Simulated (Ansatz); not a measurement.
# CsCa$_{2}$Ta$_{3}$O$_{10}$: reading a single point

```xyz
16
Lattice="3.9762 0.0209 0.0140 0.0209 4.0165 -0.0066 0.0551 -0.0262 15.5525" Properties=species:S:1:pos:R:3 pbc="T T T"
Cs    2.0588    1.9969    7.8780
Ta    3.9456    0.0755    0.0170
Ta    0.0431    0.0826    4.3030
Ta    0.1022    3.8330   11.2277
O     3.9130    2.1262    3.8857
O     1.9939    3.9941    3.9347
O     0.0851    2.0708   11.6712
O     2.0274    0.1027   11.6612
O     3.9461    0.1194    2.0034
O     3.8847    0.0930   13.7034
O     0.0751    3.9816    6.0667
O     0.0343    0.0000    9.5279
Ca    1.9725    2.0047    2.3909
Ca    2.0730    2.0755   13.3653
O     0.1201    1.8363   15.5324
O     1.9411    0.0826    0.0221
```

The numbers come from plane-wave PAW DFT (Ansatz): r2SCAN, no spin polarisation, 500 eV, 5×5×2 (shifted by 0.5, 0, 0.5 steps) k points, fermi-dirac occupations (width 0.1 eV). Nothing was relaxed.

**Question.** Is the cell too large or too small?

**Answer.** The pressure is -2.9 GPa (compression positive), so with the atoms held at these fractions the cell would first shrink; the forces are large, so a full relaxation may end otherwise. The principal stresses -6.7, -3.3, 1.4 GPa differ, so its shape would change too.

**Question.** Metal or insulator? Give the gap.

**Answer.** The gap on the k mesh is 3.07 eV; the mesh may miss the band edges, so the true gap of this level can be smaller.

**Question.** Describe some of the short contacts.

**Answer.** Ta–O at 1.72 Å: least valence density 1.77 e/Å³ and ELF 0.36 there. Ca–O at 2.45 Å: least valence density 0.21 e/Å³ and ELF 0.07 there, a closed-shell (ionic or weak) contact. Cs–O at 3.24 Å: least valence density 0.07 e/Å³ and ELF 0.03 there, a closed-shell (ionic or weak) contact. These are pseudo-fields; inside the PAW spheres they differ from the all-electron ones.

**Question.** Where is the largest force?

**Answer.** The largest is on Ta4: 5.01 eV/Å, components (-0.26, 3.40, 3.67). It makes 131° with the line to a nearest neighbour, O12 at 1.72 Å.

**Question.** What is the character of the valence top and the conduction bottom?

**Answer.** Within 0.7 eV of the edges, the states project mainly on O p (97 %) below the gap and on Ta d (84 %) above it.

Origin: a strained cell with displaced atoms, so it need not be a known compound. Caveats: an odd or shifted mesh can miss the band edges, so this level's true gap may be smaller; atoms or cell far from equilibrium.
